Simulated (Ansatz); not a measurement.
TaAl:
```xyz
2
Lattice="3.2081 0.0000 0.0000 0.0000 3.2081 0.0000 0.0000 0.0000 3.2081" Properties=species:S:1:pos:R:3 pbc="T T T"
Ta     0.0000     0.0000     0.0000
Al     1.6040     1.6040     1.6040
```

Relaxed with r²SCAN. Special points in fractions of this cell's reciprocal vectors: Γ (0.000, 0.000, 0.000); X (0.000, 0.500, 0.000); M (0.500, 0.500, 0.000); R (0.500, 0.500, 0.500).

Question: List the band energies nearest the Fermi level at these points for r²SCAN in the plane-wave PAW code Ansatz.

Answer: In eV from the Fermi level; about four levels below and three above (degenerate sets whole), none deeper than 8.9 eV; points with the same levels are listed once.

```json
[
 {"k": "Γ", "below": "-2.88 -2.88", "above": "2.79 2.79 2.79"},
 {"k": "X", "below": "-6.37 -1.69 -0.33 -0.33", "above": "3.27 4.80 5.82"},
 {"k": "M", "below": "-6.37 -3.05 -2.33 -2.33", "above": "0.60 0.60 4.79"},
 {"k": "R", "below": "-4.52 -4.52 -4.52", "above": "0.31 3.20 3.20 3.20"}
]
```

Space group Pm-3m (CsCl type). The start of the workflow was typed in or built on a structure type; neither database checked (COD, Materials Project) lists it. Its standing as an ambient phase is unchecked. Symmetry was held in the r²SCAN relaxation. At this level the phase is mechanically unstable. The run is not spin-polarised. Spin–orbit coupling is left out wherever it is not named.

Potentials: the earlier of the program's two PAW sets.
